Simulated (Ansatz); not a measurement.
Consider the following.

Relaxed Cu (fcc, Cu type):

```
Cu
1.0
    3.56339     0.00000     0.00000
    0.00000     3.56339     0.00000
    0.00000     0.00000     3.56339
Cu
4
Direct
  0.00000   0.00000   0.00000
  0.50000   0.50000   0.00000
  0.50000   0.00000   0.50000
  0.00000   0.50000   0.50000
```

Scan: atom 4 (Cu, nearest neighbour Cu at 2.520 Å; its periodic images, 3.6 Å or more away, move with it) is displaced along Cartesian [111], direction (0.577, 0.577, 0.577) in Cartesian axes, by s. The other atoms stay.

Method: PBEsol (plane waves to 420 eV, PAW, scalar-relativistic; Ansatz, an electronic-structure program). k mesh 11×11×11 (Γ-centred), Fermi-Dirac smearing 0.05 eV. The energy includes the smearing's −TS. Left out: 2 of 11 points, with atoms too close for the PAW data. With partly filled bands, energies and forces of such displacements shift with the k mesh and the smearing. Cu is run without spin polarisation. Cu was relaxed with its symmetry unable to fall. The PAW data are Ansatz's earlier set. The zero of ΔE is the undisplaced structure.

The scan covers s from -0.608 to 0.608 Å in 9 points.

### Question
Is this a single well or a double well?

### Answer
A single well with its minimum at or next to zero displacement.

### Question
Is the energy the same for equal positive and negative displacements?

### Answer
Even: the same for both signs. With its periodic images moving along, the atom's site symmetry in this cell is m-3m.

### Question
What is the energy change at s = 0.608 Å?

### Answer
1947 meV/cell.

### Question
What force acts on the atom along the line at s = -0.608 Å?

### Answer
8.09 eV/Å.

### Question
What is the force constant k = d²E/ds² of this move at s = 0?

### Answer
7.72 eV/Å².

(A displaced cell: forces are minus the slopes of the energy, force constants its curvatures, and phonons follow from these.)
